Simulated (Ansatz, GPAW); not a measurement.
This is a calculation of Ca3AsP for GPAW 26.7.0 (ASE script). Atoms were shifted at random by some hundredths of an Å from the given cell, which wasn't relaxed again for these runs. The cell comes from a database or a generator and needn't be the stable form of this composition.

File run.py:

```python
from ase import Atoms
from ase.dft.bandgap import bandgap
from ase.io import write
from ase.units import GPa
from gpaw import GPAW, PW

atoms = Atoms(['As', 'Ca', 'Ca', 'Ca', 'P'],
              cell=[[5.333899, 0.0, 0.0],
                    [0.0, 5.333899, 0.0],
                    [0.0, 0.0, 5.333899]],
              scaled_positions=[[-0.002374, 0.003356, 0.001492],
                                [0.507502, 0.498809, -0.001191],
                                [0.504898, -0.004476, 0.501389],
                                [-0.001458, 0.50088, 0.498036],
                                [0.501748, 0.504888, 0.502449]],
              pbc=True)

calc = GPAW(mode=PW(600),
            xc='PBE',
            kpts={'size': (5, 5, 5), 'gamma': True},
            occupations={'name': 'fermi-dirac', 'width': 0.05},
            nbands=34,
            convergence={'density': 1e-05, 'energy': 1e-05},
            maxiter=150,
            txt='gpaw.txt')
atoms.calc = calc
energy = atoms.get_potential_energy()
forces = atoms.get_forces()
stress = atoms.get_stress()
calc.write('gs.gpw')
write('result.traj', atoms)
print(f'Energy: {energy:.6f} eV')
print('Forces (eV/A):')
print(forces.round(4))
print('Stress (GPa):', (stress / GPa).round(3))
print('Fermi level:', round(calc.get_fermi_level(), 4), 'eV')
print(f'Gap: {bandgap(calc)[0]:.4f} eV, direct: {bandgap(calc, direct=True)[0]:.4f} eV')
```

Potentials or basis: GPAW PAW data sets (gpaw-data 1.2.1), pw.

Command:

```sh
$ OMP_NUM_THREADS=1 python run.py
```

Q: Translate it to Ansatz 0.2.0. Potentials or basis there: Ansatz PAW, cutoff 420 eV.

A: As run (cutoffs and basis follow the program's own potentials, and thresholds, step limits or extra output files can differ):

The input input.yaml:

```yaml
crystal:
  lattice:
    - [5.333899, 0.0, 0.0]
    - [0.0, 5.333899, 0.0]
    - [0.0, 0.0, 5.333899]
  atoms:
    - { symbol: As, position: [-0.002374, 0.003356, 0.001492] }
    - { symbol: Ca, position: [0.507502, 0.498809, -0.001191] }
    - { symbol: Ca, position: [0.504898, -0.004476, 0.501389] }
    - { symbol: Ca, position: [-0.001458, 0.50088, 0.498036] }
    - { symbol: P, position: [0.501748, 0.504888, 0.502449] }
hamiltonian:
  xc: pbe
  pseudopotentials: { kind: paw }
kpoints:
  mp_grid: { grid: [5, 5, 5] }
scf:
  occupations: { method: fermi_dirac, width: 0.05 }
output:
  forces: true
  stress: true
  eigenvalues: true
  write_density: true
  write_potential: true
  elf: true
  volumetric_format: npy
```

Potentials or basis: Ansatz PAW.

Launch:

```sh
$ ansatz run input.yaml --threads 2 --pin off --max-ram 5120MiB --backend cpu --events-out ev --progress --plain --runs-dir out
```

Both were run:

|  | GPAW | Ansatz |
| --- | --- | --- |
| Pressure | 0.1 GPa | -0.1 GPa |
| Largest force | 0.491 eV/Å | 0.483 eV/Å |
| Energy over the undisturbed cell | 2.8 meV/atom | 2.7 meV/atom |

Ansatz's pressure holds a Pulay term of +0.01 GPa for its cutoff of 420 eV, which the other run lacks.

The potentials hold 40 and 50 valence electrons a cell.

Where Ansatz's input types no cutoff or centring, it takes its own default and a Γ-centred mesh.

Pressure is positive in compression.
